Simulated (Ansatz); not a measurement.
ScMo$_{3}$C:
```
ScMo3C
1.0
    4.18670     0.00000     0.00000
    0.00000     4.18670     0.00000
    0.00000     0.00000     4.18670
Sc Mo C
1 3 1
Direct
  0.00000   0.00000   0.00000
  0.00000   0.50000   0.50000
  0.50000   0.00000   0.50000
  0.50000   0.50000   0.00000
  0.50000   0.50000   0.50000
```

Relaxed with PBEsol. Special points in fractions of this cell's reciprocal vectors: Γ (0.000, 0.000, 0.000); X (0.000, 0.500, 0.000); M (0.500, 0.500, 0.000); R (0.500, 0.500, 0.500).

List the band energies nearest the Fermi level at these points for DFT-PBEsol with spin–orbit coupling in the program Ansatz with PAW potentials.

In eV from the Fermi level; about four levels below and three above (degenerate sets whole), none deeper than 8.9 eV; points with the same levels are listed once.

| k | below | above |
|---|---|---|
| Γ | -0.27 -0.27 -0.27 -0.27 -0.17 -0.17 | 1.25 1.25 1.25 1.25 |
| X | -1.40 -1.40 -0.17 -0.17 | 0.72 0.72 0.81 0.81 |
| M | -0.99 -0.99 -0.86 -0.86 | 0.02 0.02 0.36 0.36 |
| R | -1.03 -1.03 -1.03 -1.03 -0.91 -0.91 | 0.38 0.38 0.38 0.38 |

Space group Pm-3m (anti-perovskite). The start of the workflow was typed in or built on a structure type; neither database checked (COD, Materials Project) lists it. Whether it is the stable phase at ambient conditions was not checked. The cell was relaxed with PBEsol under the symmetry of its start; whether a distortion lowers the energy is not shown. No spin polarisation was allowed.

Potentials: the later of the program's two PAW sets.
